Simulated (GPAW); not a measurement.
# Moving the functional in GeSbTe3

```
Te Sb Ge
1.0
     2.10348    1.21444    9.87146
    -2.10348    1.21444    9.87146
     0.00000   -2.42889    9.87146
Te Sb Ge
3 1 1
Direct
  0.21354 0.21354 0.21354
  0.79258 0.79258 0.79258
  0.99836 0.99836 0.99836
  0.39770 0.39770 0.39770
  0.59782 0.59782 0.59782
```

The cell comes from a database or a generator and needn't be the stable form of this composition.

Kept alike: task band structure; k mesh 5 × 5 × 5; occupations fermi-dirac, width 0.05 eV; no spin polarisation. Program: GPAW, potentials by row: the program's PAW data sets (release 1.2.1) made for this functional (LDA); GPAW PAW data sets (gpaw-data 1.2.1) (PBE); PAW data sets generated for this functional (PBEsol), cutoff 600 eV. The mesh is that of the run's cell of 5 atoms. No spin-orbit coupling.

| functional | pressure (GPa) |
| --- | --- |
| LDA | -3.95 |
| PBE | -0.27 |
| PBEsol | -2.86 |

Pressure is positive in compression; the values hold the error of the finite cutoff, so their zero can differ a little from the energy's minimum. For a metal such a mesh leaves the last digits unconverged.

Q: What does the functional change here?

A: The pressure runs from -3.95 (LDA) to -0.27 GPa (PBE). From PBE: LDA -3.68; PBEsol -2.59.
